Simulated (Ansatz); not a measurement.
BaTe:
```xyz
2
Lattice="0.0000 3.4708 3.4708 3.4708 0.0000 3.4708 3.4708 3.4708 0.0000" Properties=species:S:1:pos:R:3 pbc="T T T"
Ba     0.0000     0.0000     0.0000
Te     3.4708     3.4708     3.4708
```

Relaxed with PBEsol. Special points in fractions of this cell's reciprocal vectors: Γ (0.000, 0.000, 0.000); X (0.500, 0.000, 0.500); U (0.625, 0.250, 0.625); K (0.375, 0.375, 0.750); L (0.500, 0.500, 0.500); W (0.500, 0.250, 0.750).

### Question
List the band energies nearest the valence-band maximum at these points for the program Ansatz at the PBEsol with spin–orbit coupling level (PAW).

### Answer
In eV from the valence-band maximum; about four levels below and three above (degenerate sets whole), none deeper than 8.9 eV; points with the same levels are listed once.

| k | below | above |
|---|---|---|
| Γ | 0.00 0.00 0.00 0.00 | 2.64 2.64 2.64 2.64 |
| X | -0.88 -0.88 -0.35 -0.35 | 1.19 1.19 4.28 4.28 |
| U | -1.26 -1.26 -0.93 -0.93 | 2.25 2.25 4.72 4.72 |
| L | -1.56 -1.56 -1.21 -1.21 | 3.78 3.78 4.53 4.53 |
| W | -1.15 -1.15 -1.10 -1.10 | 3.14 3.14 3.26 3.26 |

Space group Fm-3m (rock salt). Symmetry was held in the PBEsol relaxation.

Potentials: the later of the program's two PAW sets.
